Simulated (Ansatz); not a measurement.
TiPd (CsCl type, space group No. 221) at seven volumes, PBEsol (plane waves, PAW; program Ansatz), scaled uniformly. One row is withheld.

```
V (Å³/atom)  P (GPa)
-----------  -------
13.990         19.79
14.451         12.10
14.913          5.56
15.374          0.01
15.835             ?
16.296         -8.71
16.758        -12.09
```

Fit the shown pressures and predict the withheld one.

P = (3/2)B₀(x^(7/2) − x^(5/2))[1 + (3/4)(B′ − 4)(x − 1)] with x = (V₀/V)^(2/3). Least squares on the six rows gives V₀ = 15.375 Å³/atom, B₀ = 170 GPa, B′ = 4.43. At V = 15.835, x = 0.9805 and P = -4.70 GPa. The run itself gave -4.71 GPa.

Space group Pm-3m (CsCl type). The workflow started from an entry of the Crystallography Open Database (COD). Whether it is the stable phase at ambient conditions was not checked. The cell was relaxed with PBEsol under the symmetry of its start. At this level the phase is mechanically unstable. The run is not spin-polarised.

Potentials: the later of the program's two PAW sets.
